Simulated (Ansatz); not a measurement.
MgAu (CsCl type, Pm-3m), DFT-PBE in the program Ansatz with PAW potentials, all energies at zero smearing, with the estimated change up to a 700 eV cutoff added, with one set of potentials and settings (totals compare only within such a set). Cell of 2 atoms (1 Mg, 1 Au): -15074.352 eV.

```
element                reference phase  E (eV/atom)
-------  -----------------------------  -----------
Mg       P6_3/mmc, 2 atoms in the cell   -1923.8026
Au          Fm-3m, 1 atoms in the cell  -13149.3277
```

Formation energy per atom, worked out: (-15074.352 − 1×(-1923.8026) − 1×(-13149.3277))/2 = -0.611 eV/atom (-59 kJ per mol of atoms), at 0 K, without zero-point energy or fitted corrections.

The first step of the workflow began from a Materials Project structure, measured or hypothetical; the Crystallography Open Database files this formula in space group No. 221, but the cells were not matched. Whether it is the stable phase at ambient conditions was not checked. Symmetry was held in the PBE relaxation; whether a distortion lowers the energy is not shown. The references are the lowest solids computed at this level, not always the standard phases. Scalar-relativistic: spin–orbit coupling is off unless named, which matters more the heavier the elements.

Potentials: the later of the program's two PAW sets.
